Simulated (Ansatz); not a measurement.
AlNi under strain — ⁶¹Ni nuclear quadrupole resonance

Cell: a structure deposited in the COD, relaxed with PBE at fixed cell and then changed (z stretched by 3 %, ions relaxed).

```
CELL_PARAMETERS angstrom
2.88100 0.00000 0.00000
0.00000 2.88100 0.00000
0.00000 0.00000 2.96743
ATOMIC_POSITIONS crystal
Al 0.00000 0.00000 0.00000
Ni 0.50000 0.50000 0.50000
```

Atoms are numbered from 1 in the order listed; like atoms form one site, named after its first atom.

Computed with Ansatz: DFT, PBE, plane waves and PAW, scalar-relativistic, collinear spin, 420 eV cutoff, Γ-centred 16×16×16 k-points, Fermi–Dirac smearing 0.05 eV. Start moments as typed (μB): 1.5 on each Ni, none on the rest.

⁶¹Ni: I = 3/2, Q = 162.0 mb (year-2017 value). Static lattice, zero field.

Problem. At which frequencies do the ⁶¹Ni NQR lines lie?

Solution. For I = 3/2 there is one line, ν = (|C_Q|/2)(1 + η²/3)^½.

```csv
site,atoms,V_zz (10²¹ V/m²),C_Q (MHz),η,line frequencies (MHz)
Ni,2,0.47,1.84,0.00,0.919
```

An axis of threefold or higher order runs through Ni, so V_zz lies along it and η is zero.

The run finds no gap above 0.1 eV (a metal, or nearly one), so the gradients can move by 10 % or more with the k-mesh. With these PAW files V_zz is typically within 2 to 3 % of all-electron values, but misses above 10 % occur on Ni. The start moments die out, and the run ends without spin.

The relaxation (1 step) took 19 s of wall time (19 s of CPU time) and 0.65 GiB at its peak, on 1 thread of Intel Xeon 6975P-C (Granite Rapids) (x86_64; 16 cores open to the job, memory cap 3.0 GiB, no GPU), a shared host with a load of 0.5 a core.
